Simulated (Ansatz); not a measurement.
## CdPd: a sublattice moved along a line

All numbers below come from DFT PBEsol, scalar-relativistic, plane waves, PAW (Ansatz 0.2.0). Cutoff 420 eV, Γ-centred 16×16×14 k-points, Gaussian smearing of 0.15 eV. No spin polarisation. Energies are free energies at this smearing, counted from the undisturbed cell; pressure is positive in compression.

The starting cell (as given, not relaxed at this level; it stands at -1.3 GPa, and it needn't be the usual structure):

```yaml
crystal:
  lattice:
    - [3.02760, 0.00000, 0.00000]
    - [0.00000, 3.02760, 0.00000]
    - [0.00000, 0.00000, 3.63100]
  atoms:
    - { symbol: Cd, position: [0.00000, 0.00000, 0.00000] }
    - { symbol: Pd, position: [0.50000, 0.50000, 0.50000] }
```

Every Pd atom is moved by x along the Cartesian unit vector (0.000, 0.000, 1.000); the cell and all other atoms stay fixed. The cell is metallic on the mesh throughout.

| x (Å) | ΔE (meV/cell) | force along x on the moved atoms (eV/Å) | pressure (GPa) |
| --- | --- | --- | --- |
| -0.1000 | 33.1 | 0.66 | -0.6 |
| -0.0500 | 8.3 | ? | ? |
| 0.0000 | 0.0 | 0.00 | -1.3 |
| 0.0125 | 0.5 | -0.08 | -1.3 |
| 0.0250 | 2.1 | -0.17 | -1.3 |
| 0.0375 | ? | -0.25 | ? |
| 0.0625 | 12.9 | -0.41 | -1.1 |
| 0.0750 | 18.6 | -0.50 | -0.9 |
| 0.0875 | 25.4 | -0.58 | -0.8 |

By symmetry 0.1000 repeats -0.1000, -0.0750 repeats 0.0750, 0.0500 repeats -0.0500, -0.0250 repeats 0.0250 in energy, with the opposite slope along the path.

Question: Give the withheld values.

Answer: force along x on the moved atoms (eV/Å) at x (Å) = -0.0500: 0.33; pressure (GPa) at x (Å) = -0.0500: -1.2; ΔE (meV/cell) at x (Å) = 0.0375: 4.7; pressure (GPa) at x (Å) = 0.0375: -1.2.